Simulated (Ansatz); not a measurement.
BP:
```xyz
6
Lattice="3.2765 0.0000 0.0000 -1.6382 2.8375 0.0000 0.0000 0.0000 7.0048" Properties=species:S:1:pos:R:3 pbc="T T T"
B     -0.8191     1.4188     2.3349
B      0.8191     1.4188     4.6698
B      1.6382     0.0000     0.0000
P     -0.8191     1.4188     5.8373
P      0.8191     1.4188     1.1675
P      1.6382     0.0000     3.5024
```

Relaxed with r²SCAN. Special points in fractions of this cell's reciprocal vectors: Γ (0.000, 0.000, 0.000); M (0.500, 0.000, 0.000); K (0.333, 0.333, 0.000); A (0.000, 0.000, 0.500); L (0.500, 0.000, 0.500); H (0.333, 0.333, 0.500).

Task: List the band energies nearest the valence-band maximum at these points for r²SCAN (plane waves, PAW; program Ansatz).

Result: In eV from the valence-band maximum; about four levels below and three above (degenerate sets whole), none deeper than 8.9 eV; points with the same levels are listed once.

```csv
k,below,above
Γ,-1.31 -1.31 -1.03 0.00,2.68 2.68 3.33 3.33
M,-4.31 -3.48 -2.98 -2.67,0.23 0.84 1.23
K,-6.15 -6.15 -3.69 -2.72 -2.72,1.59 2.90 2.90
A,-1.41 -1.24 -1.24 -0.74,2.30 2.65 2.94
L,-4.18 -4.07 -3.47 -3.22,2.16 2.38 2.74
H,-6.24 -6.24 -3.40 -2.99,3.26 4.50 4.74 4.74
```

Space group P6_422. The start of the workflow was typed in or built on a structure type; neither database checked (COD, Materials Project) lists it. It is not the phase usual at ambient conditions (space group No. 216). The r²SCAN relaxation kept the symmetry of its start; whether a distortion lowers the energy is not shown.

Potentials: the earlier of the program's two PAW sets.
